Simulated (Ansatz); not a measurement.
Se:
```yaml
crystal:
  lattice:
    - [4.35988, 0.00000, 0.00000]
    - [-2.17994, 3.77577, 0.00000]
    - [0.00000, 0.00000, 5.01269]
  atoms:
    - { symbol: Se, position: [0.22439, 0.00000, 0.83333] }
    - { symbol: Se, position: [0.00000, 0.22439, 0.16667] }
    - { symbol: Se, position: [0.77561, 0.77561, 0.50000] }
```

Relaxed with r²SCAN+D4. Special points in fractions of this cell's reciprocal vectors: Γ (0.000, 0.000, 0.000); M (0.500, 0.000, 0.000); K (0.333, 0.333, 0.000); A (0.000, 0.000, 0.500); L (0.500, 0.000, 0.500); H (0.333, 0.333, 0.500).

Question: List the band energies nearest the valence-band maximum at these points for r²SCAN+D4 in the plane-wave PAW code Ansatz.

Answer: In eV from the valence-band maximum; about four levels below and three above (degenerate sets whole), none deeper than 8.9 eV; points with the same levels are listed once.

```json
[
 {"k": "Γ", "below": "-3.78 -2.09 -2.09 -0.44", "above": "2.10 2.10 2.47"},
 {"k": "M", "below": "-3.49 -2.97 -1.84 -1.05", "above": "2.17 2.60 4.36"},
 {"k": "K", "below": "-2.88 -2.88 -2.74 -1.69", "above": "3.30 3.30 3.99"},
 {"k": "A", "below": "-3.45 -3.45 -1.53 -1.53 -1.23", "above": "1.42 1.53 1.53"},
 {"k": "L", "below": "-4.32 -1.90 -1.44 0.00", "above": "1.76 2.97 3.17"},
 {"k": "H", "below": "-5.04 -5.04 -1.11 -0.21 -0.21", "above": "1.17 2.98 2.98"}
]
```

Space group P3_121 (trigonal Se type). Symmetry was held in the r²SCAN+D4 relaxation. Spin–orbit coupling is left out wherever it is not named.

Potentials: the earlier of the program's two PAW sets.
